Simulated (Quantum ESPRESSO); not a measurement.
N2As2Si3, a curve over one atom's position

Simulated, not a measurement. The program is pw.x of Quantum ESPRESSO 7.5 (plane-wave density functional theory). The cell is made up: 7 atoms on a zincblende/diamond lattice with one site empty, with randomly drawn elements, strain and displacements, not relaxed. PseudoDojo standard norm-conserving files (v0.5 for PBE, v0.4.1 for LDA and PBEsol) set the functional; there is no spin polarisation, spin-orbit coupling or dispersion term, and the masses in the input are unused placeholders. A spin-polarised start on this cell or one of its family kept no moment.

Seven runs move atom 3 (Si, counted in the order of the input) along z and keep all else fixed.

Input of the run at -0.0112:

```
&control calculation='scf', pseudo_dir='./dojo.nc.sr.pbe.v0_5.standard.upf', outdir='./o', disk_io='low', tprnfor=.true., tstress=.true. /
&system ibrav=0, nat=7, ntyp=3, nbnd=36, ecutwfc=84.00895049, nosym=.true., tot_charge=0,
 occupations='smearing', smearing='fd', degauss=0.0073498644
/
&electrons conv_thr=7.350e-09, electron_maxstep=60, /
ATOMIC_SPECIES
As 1.0 As.upf
N 1.0 N.upf
Si 1.0 Si.upf
CELL_PARAMETERS angstrom
5.0439 0.0021 -0.0041
0.0021 5.1581 -0.0542
-0.0041 -0.0542 5.0424
ATOMIC_POSITIONS angstrom
N -0.0882 2.6128 2.5428
As 2.576 -0.1016 2.4898
Si 2.4832 2.5194 -0.1426
As 1.3226 1.293 1.2608
N 1.2968 3.7991 3.7319
Si 3.8722 1.2482 3.7465
Si 3.7847 3.8666 1.2148
K_POINTS automatic
6 6 6 1 1 1
```

| shift of atom 3 along z (Å) | free energy less that of the input shown (eV) | Fx on atom 3 (eV/Å) | Fy on atom 3 (eV/Å) | Fz on atom 3 (eV/Å) | pressure (GPa) | iterations |
| --- | --- | --- | --- | --- | --- | --- |
| -0.1915 | -0.1457 | -2.800 | 4.676 | 0.278 | 1.36 | 13 |
| -0.1702 | -0.1490 | -2.603 | 4.573 | 0.033 | 1.34 | 12 |
| -0.1195 | -0.1356 | -2.140 | 4.342 | -0.571 | 1.37 | 12 |
| -0.0112 | 0.0000 | -1.171 | 3.938 | -1.950 | 1.71 | 12 |
| +0.1481 | 0.4801 | 0.213 | 3.618 | -4.090 | 2.98 | 13 |
| +0.1921 | 0.6732 | 0.592 | 3.599 | -4.685 | 3.49 | 13 |

Question: one run is left out of the table, at +0.0883. Estimate its Fz on atom 3 (eV/Å).

Answer: -3.280. The whole row:

```
shift of atom 3 along z (Å)  free energy less that of the input shown (eV)  Fx on atom 3 (eV/Å)  Fy on atom 3 (eV/Å)  Fz on atom 3 (eV/Å)  pressure (GPa)  iterations
                    +0.0883                                         0.2598               -0.303                3.695               -3.280            2.40          12
```

A cubic fit gives dFz/dz = -13.21 eV/Å² at zero shift. Across the table the free energy follows the integral of the force to within 0.2 meV. A rerun of one of the cells at 1437 eV and a 8 x 8 x 8 mesh moved values by no more than 0.003 eV in energy, 0.03 GPa in stress and 0.009 eV/Å in force.